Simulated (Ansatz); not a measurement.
Mg₃Ir:
```cif
data_Ir2Mg6
_chemical_formula_sum 'Mg6 Ir2'
_space_group_name_H-M_alt 'P63/mmc'
_space_group_IT_number 194
_space_group_name_Hall '-P 6c 2c'
_cell_length_a 4.54872
_cell_length_b 4.54872
_cell_length_c 8.21512
_cell_angle_alpha 90.000
_cell_angle_beta 90.000
_cell_angle_gamma 120.000
loop_
_atom_site_label
_atom_site_type_symbol
_atom_site_symmetry_multiplicity
_atom_site_Wyckoff_symbol
_atom_site_fract_x
_atom_site_fract_y
_atom_site_fract_z
_atom_site_occupancy
Mg1 Mg 4 f 0.66667 0.33333 0.07793 1
Mg2 Mg 2 b 0.00000 0.00000 0.25000 1
Ir1 Ir 2 c 0.33333 0.66667 0.25000 1
```

Relaxed at zero pressure with plane-wave PAW r²SCAN (Ansatz code).

The volume is raised by 9 % and shape and atoms relax at that volume. What pressure results, and how do the axes share the change?

-6.0 GPa; a 2.8 %, b 2.8 %, c 3.1 %; the energy rises by 33 meV/atom.

Give the new structure.


Space group P6₃/mmc (No. 194); a = 4.677 Å, b = 4.677 Å, c = 8.472 Å, α = 90.00°, β = 90.00°, γ = 120.00°

```
atom  site  symmetry       x       y       z
----  ----  --------  ------  ------  ------
Mg      4f       3m.  0.6667  0.3333  0.0775
Mg      2b      -6m2  0.0000  0.0000  0.2500
Ir      2c      -6m2  0.3333  0.6667  0.2500
```

The phase is kept; no other phase was compared at this pressure.

Space group P6_3/mmc. The workflow started from an entry of the Crystallography Open Database (COD). Its standing as an ambient phase is unchecked. Symmetry was held in the r²SCAN relaxation; whether a distortion lowers the energy is not shown. No spin polarisation was allowed. Axis ratios of metals converge slowly with the k-mesh, so a and c are less sure than the volume. Spin–orbit coupling is left out wherever it is not named.

Potentials: the later of the program's two PAW sets.
